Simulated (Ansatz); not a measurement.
Relaxed-ion elastic tensor of NbN (rock salt, space group No. 225) in GPa (Voigt order), the program Ansatz at the PBE level (PAW); density 8.22 g/cm³, 10.80 Å³ per atom.

```
 649   135   135   0.0   0.0   0.0
 135   649   135   0.0   0.0   0.0
 135   135   649   0.0   0.0   0.0
 0.0   0.0   0.0  80.5   0.0   0.0
 0.0   0.0   0.0   0.0  80.5   0.0
 0.0   0.0   0.0   0.0   0.0  80.5
```

Q: Is the crystal mechanically stable?

A: Yes: the smallest eigenvalue of C is 80.5 GPa.

Q: Work out the Voigt, Reuss and Hill averages.

A: K_V = 307, K_R = 307, K_H = 307; G_V = 151, G_R = 111, G_H = 131 GPa.

Q: Give Young's modulus, Poisson's ratio, Pugh's ratio and the universal anisotropy index.

A: E = 9KG/(3K + G) = 344 GPa; ν = 0.31; K/G = 2.34 (ductile by the Pugh limit of 1.75); A_U = 5G_V/G_R + K_V/K_R − 6 = 1.81.

Q: Estimate the sound speeds and the Debye temperature.

A: v_l = √((K + 4G/3)/ρ) = 7660 m/s, v_t = √(G/ρ) = 3990 m/s, mean 4470 m/s; Θ = (h/k)(3n/4πV)^(1/3) v_m = 602 K.

Q: Give the Zener ratio and Young's modulus along [100], [110] and [111].

A: A = 2C44/(C11 − C12) = 0.31; 1/E = S11 − 2(S11 − S12 − S44/2)Γ with Γ = 0, 1/4, 1/3 gives 603, 264, 222 GPa.

Space group Fm-3m (rock salt). The cell was relaxed with PBE under the symmetry of its start. At this level the phase is dynamically unstable (imaginary phonons). No spin polarisation was allowed. As this level gives no gap, shear constants depend on the k-mesh and smearing (Fermi–Dirac, 0.1 eV here).

Potentials: the later of the program's two PAW sets.
